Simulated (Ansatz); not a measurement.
ZrPbO3 (Pm-3m), zone-centre modes

Theory: DFT r2SCAN, scalar-relativistic, plane waves, PAW (Ansatz). The runs took a 500 eV cutoff, a Γ-centred 6×6×6 mesh and Gaussian smearing (0.05 eV). Spin–orbit coupling is left out, which can shift energies with elements as heavy as these. No spin polarisation.

The starting cell (relaxed at this level; it needn't be the usual structure):

```xyz
10
Lattice="-4.1596 0.0000 -4.1596 0.0000 -4.1596 -4.1596 -4.1596 -4.1596 0.0000" Properties=species:S:1:pos:R:3 pbc="T T T"
Zr    0.0000    0.0000    0.0000
Zr   -4.1596   -4.1596   -4.1596
Pb   -2.0798   -2.0798   -2.0798
Pb   -6.2393   -6.2393   -6.2393
O    -2.0798   -4.1596   -4.1596
O    -6.2393   -4.1596   -4.1596
O    -4.1596   -4.1596   -6.2393
O    -4.1596   -4.1596   -2.0798
O    -4.1596   -2.0798   -4.1596
O    -4.1596   -6.2393   -4.1596
```

Harmonic modes by finite displacements of 0.02 Å, without the LO–TO term. The cell doubles the primitive one, so its zone centre also holds the primitive cell's point q = (1/2, 1/2, 1/2).

Question: At this geometry, is the structure stable against these modes?

Answer: No: 9 modes are unstable, the strongest at 181i cm⁻¹.

Question: List the wavenumbers in cm⁻¹.

Answer: 181i, 181i, 181i, 134i, 134i, 134i, 54i, 54i, 54i, 0, 0, 0, 105, 105, 105, 169, 169, 169, 300, 300, 300, 310, 310, 310, 547, 547, 547, 592, 592, 841.

Cost: 1 run of about 5.3 core-minutes, on Oxide Virtual Turin-like Processor (Zen 5) (shared hosts).